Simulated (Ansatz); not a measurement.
The start is a generated trial cell of Ni in the dhcp structure type. The cell and all atomic positions are relaxed at zero pressure with r2SCAN (plane waves to 500 eV, PAW, scalar-relativistic; Ansatz, a program for electronic structure). The first steps use a coarse 15×15×4 k-mesh.

Initial structure:
```yaml
crystal:
  lattice:
    - [2.50145, 0.00000, 0.00000]
    - [-1.25073, 2.16632, 0.00000]
    - [0.00000, 0.00000, 8.04845]
  atoms:
    - { symbol: Ni, position: [0.00000, 0.00000, 0.00000] }
    - { symbol: Ni, position: [0.00000, 0.00000, 0.50000] }
    - { symbol: Ni, position: [0.33333, 0.66667, 0.25000] }
    - { symbol: Ni, position: [0.66667, 0.33333, 0.75000] }
```
Spin-polarised start, with parallel moments on Ni.

Q: How large is the pressure on the unrelaxed cell, and of which sign?

A: -6.2 GPa (negative: the cell is under tension).

Q: How does the volume change?

A: -3.1 %, from 10.90 to 10.57 Å³/atom.

Q: How do the shortest distances between atoms change?

A: The closest pairs of elements (up to four, under 3.6 Å), start → end: Ni–Ni 2.48 → 2.46 Å.

Q: What magnetic moments remain?

A: Net 0.73 μB/atom, ferromagnetic.

The space group stays P6₃/mmc (No. 194) (the run could not lower it); the end is AFLOW prototype A_hP4_194_ac (A3', as in La), with 4 atoms in the primitive magnetic cell. Final values are on a 22×22×6 k-mesh of the relaxed cell. Spin state reached: ferromagnetic (net 0.73 μB/atom), from parallel starting moments; other spin orders were not run from this start. r2SCAN tends to overstate moments in metals.

The run could not lose the symmetry of its start, so the end can be a saddle point.

All atoms sit on sites fixed by symmetry, so only the cell could relax.

The relaxed structure here is a generated cell of Ni: the first start was made by placing the elements on the sites of a structure type, and the end was not matched to a known phase here, so it may be hypothetical. Known forms of Ni include space group No. 225.
